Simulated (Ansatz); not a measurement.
Sn (beta-Sn type, space group I4_1/amd)

```
Sn
1.0
   -2.94311     2.94311     1.59186
    2.94311    -2.94311     1.59186
    2.94311     2.94311    -1.59186
Sn
2
Direct
  0.75000   0.25000   0.50000
  0.00000   0.00000   0.00000
```

The atoms are displaced by Q × the pattern below (from a DFPT mode at Γ, largest move 1; Q in Å), at fixed cell.

| atom | x | y | z |
|---|---|---|---|
| Sn1 | 0.000 | 0.000 | -1.000 |
| Sn2 | 0.000 | 0.000 | 1.000 |

Method: r2SCAN (plane waves to 500 eV, PAW, scalar-relativistic; Ansatz, a first-principles code). k mesh 17×17×17 (Γ-centred), Fermi-Dirac smearing 0.05 eV. E stands for the smeared free energy. With partly filled bands, energies and forces of such displacements shift with the k mesh and the smearing. Sn was relaxed with its symmetry unable to fall. ΔE is measured from the undisplaced structure. The last digit holds for this mesh only.

```tsv
Q (Å)	ΔE (meV/cell)
-0.180	27.14
-0.150	20.00
-0.120	13.41
-0.090	7.78
-0.060	withheld
-0.030	0.90
0.000	0.00
0.030	0.90
0.060	withheld
0.090	7.78
0.120	13.41
0.150	20.00
0.180	27.14
```

Task: Fit an even polynomial form (powers 2, 4) to the given rows and predict ΔE at Q = -0.060.

Result: Least squares on the 11 given rows: ΔE = (1005)·Q² + (-5150)·Q⁴, in meV/cell with Q in Å; root-mean-square residual 0.012 meV/cell. At -0.060 the fit gives 3.55 meV/cell; the calculation gives 3.53 meV/cell, so the interpolation is off by 0.02 (+0.6 %). The quadratic term alone would give 3.62 meV/cell.

(For displaced atoms, the force is minus the slope of the energy, and its curvature is a force constant, which sets phonon frequencies.)
